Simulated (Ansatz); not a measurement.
Ca$_{5}$Mg: what symmetry allows forces and stress to be

```
Ca Mg
1.0
     3.76350    0.00000    0.00000
    -1.88175    3.25929    0.00000
     0.00000    0.00000   17.57452
Ca Mg
5 1
Direct
  0.66667 0.33333 0.83960
  0.00000 0.00000 0.67908
  0.66667 0.33333 0.50000
  0.00000 0.00000 0.32092
  0.66667 0.33333 0.16040
  0.00000 0.00000 0.00000
```

Computed with Ansatz 0.2.0, DFT PBEsol, scalar-relativistic, plane waves, PAW.

Plane waves to 420 eV, a k mesh through Γ of 12×12×2 on the computed 6-atom cell and Gaussian smearing (0.10 eV); no spin polarisation.

This distorted cell has space group P-6m2, with 12 operations.

Question: Without a calculation: in which directions can each atom feel a force?

Answer: A force must be left unchanged by every operation that keeps its atom in place, so it lies in the space that those operations leave fixed. Atoms that the group maps onto each other feel forces of one size.
```tsv
atom	site symmetry	operations at the site	equivalent to atom	allowed force (Cartesian)
Ca1	3m.	6	1	along (0.00, 0.00, 1.00)
Ca2	3m.	6	2	along (0.00, 0.00, 1.00)
Ca3	-6m2	12	3	none
Ca4	3m.	6	2	along (0.00, 0.00, 1.00)
Ca5	3m.	6	1	along (0.00, 0.00, 1.00)
Mg6	-6m2	12	6	none
```

That leaves 2 independent force components of 18. A relaxation in this cell that keeps the symmetry moves the atoms in these directions alone.

Question: And the stress tensor?

Answer: It must be invariant under the point group, which leaves 2 independent components: yz, xz, xy vanish; xx = yy.

Question: Do the computed values obey this?

Answer: Yes. Forces (eV/Å):
```
Ca1  0.000  0.000  0.630
Ca2  0.000  0.000 -0.453
Ca3  0.000  0.000  0.000
Ca4  0.000  0.000  0.453
Ca5  0.000  0.000 -0.630
Mg6  0.000  0.000  0.000
```

Stress (GPa, compression positive, xx yy zz yz xz xy): 0.82 0.82 2.02 0.00 0.00 0.00. The program imposes the same operations on density, forces and stress, so this confirms the analysis and is no independent test of the calculation.